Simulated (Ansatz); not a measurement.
## Field gradients of SnO2 with nitrogen replacing O from run to run

Cell of run 1: a supercell of SnO2 (rutile type, P4_2/mnm) built from a refined structure from the COD, with all atoms left at the host's positions.

```
CELL_PARAMETERS angstrom
-4.73800 4.73800 3.18650
4.73800 -4.73800 3.18650
4.73800 4.73800 -3.18650
ATOMIC_POSITIONS crystal
Sn 0.00000 0.00000 0.00000
Sn 0.50000 0.50000 0.00000
Sn 0.50000 0.00000 0.50000
Sn 0.00000 0.50000 0.50000
Sn 0.50000 0.50000 0.50000
Sn 0.00000 0.00000 0.50000
Sn 0.00000 0.50000 0.00000
Sn 0.50000 0.00000 0.00000
N 0.15355 0.15355 0.30710
O 0.65355 0.65355 0.30710
O 0.65355 0.15355 0.80710
O 0.15355 0.65355 0.80710
O 0.65355 0.34645 0.50000
O 0.15355 0.84645 0.50000
O 0.15355 0.34645 0.00000
O 0.65355 0.84645 0.00000
O 0.34645 0.34645 0.69290
O 0.84645 0.84645 0.69290
O 0.84645 0.34645 0.19290
O 0.34645 0.84645 0.19290
O 0.34645 0.65355 0.50000
O 0.84645 0.15355 0.50000
O 0.84645 0.65355 0.00000
O 0.34645 0.15355 0.00000
```

Atom numbers follow the list; atoms alike are taken as one site, whose name carries the number of the first.

Relaxed positions (PBE, cell held):

```
CELL_PARAMETERS angstrom
-4.73800 4.73800 3.18650
4.73800 -4.73800 3.18650
4.73800 4.73800 -3.18650
ATOMIC_POSITIONS crystal
Sn 0.99714 0.99714 0.99428
Sn 0.50158 0.50158 0.00316
Sn 0.50103 0.99961 0.50063
Sn 0.99961 0.50103 0.50063
Sn 0.50133 0.50133 0.50218
Sn 0.00086 0.00086 0.50218
Sn 0.99996 0.49996 0.99992
Sn 0.49996 0.99996 0.99992
N 0.15108 0.15108 0.30215
O 0.65361 0.65361 0.30721
O 0.65404 0.15137 0.80541
O 0.15137 0.65404 0.80541
O 0.65223 0.34631 0.50064
O 0.15433 0.84841 0.50064
O 0.15204 0.34764 0.99787
O 0.65023 0.84583 0.99787
O 0.34951 0.34951 0.69902
O 0.84669 0.84669 0.69339
O 0.84831 0.34691 0.19522
O 0.34691 0.84831 0.19522
O 0.34631 0.65223 0.50064
O 0.84841 0.15433 0.50064
O 0.84583 0.65023 0.99787
O 0.34764 0.15204 0.99787
```

All runs are DFT with Ansatz 0.2.0 (plane waves and PAW, scalar-relativistic unless spin–orbit coupling is named, Γ-centred meshes, Fermi–Dirac smearing where given) in this cell. Start moments of run 1 as typed (μB): 1 on each N, none on the rest.

Run 1: PBE, with a start moment, atoms at the host's positions; 420 eV, 4×4×4 k-points, smearing 0.01 eV.
Run 2: PBE, with a start moment, atoms relaxed; 420 eV, 4×4×4 k-points, smearing 0.01 eV.
Run 3: r2SCAN, with a start moment, at the relaxed atoms; 500 eV, 4×4×4 k-points, smearing 0.01 eV.

```tsv
run	Sn1 V_zz (η)	Sn7 V_zz (η)	N V_zz (η)	absolute moment (μB)
1	9.01 (0.47)	5.54 (0.95)	7.67 (0.06)	1.1
2	?	?	?	?
3	9.61 (0.87)	6.08 (0.22)	8.31 (0.12)	1.1
```

V_zz in 10²¹ V/m²; 3 of the 13 sets of like atoms are followed.

(1) Estimate the row of run 2.

Results:

(1) Sn1: 9.66 (0.88); Sn7: 6.12 (0.24); N: 7.56 (0.16); absolute moment (μB): 1.1. It lies nearest to run 3, from whose tensors on these sites it differs by 0.75 at most (largest principal value of the difference, on N). Taken one at a time, the positions of the atoms (as given or relaxed) move the tensors on these sites by up to 2.46 (largest principal value of the change, on Sn1), the functional (r2SCAN with its higher cutoff) by 0.75 (N).

The defect repeats with the cell of 24 atoms, so it feels its images: sites between two images don't show the values beside a lone defect, and zeros or small values of η there can come from the images' arrangement. Sn carries a gradient in the pure host already, so the values there aren't the defect's effect alone. Without spin–orbit coupling (the program notes it for Sn) the gradients can shift somewhat, as the gap is small. The relaxation keeps the site symmetry mm2 of the start, so the impurity can move only along its axis; a start off the site could end lower. Without spin–orbit coupling (the program notes it for Sn) the gradients are little affected as a rule: paired runs on crystals with a gap mostly move them by under 2 % at such atoms. With these PAW files V_zz is typically within 2 to 3 % of all-electron values, but misses above 10 % occur on Sn. In run 3 the program didn't check the stability of the electronic state in full, so a lower one may lie near. In run 1 the atoms aren't at the calculated equilibrium (largest force 0.85 eV/Å). The cell keeps the host's lattice, at a calculated pressure of 13, 13, 5 GPa in runs 1, 2, 3.
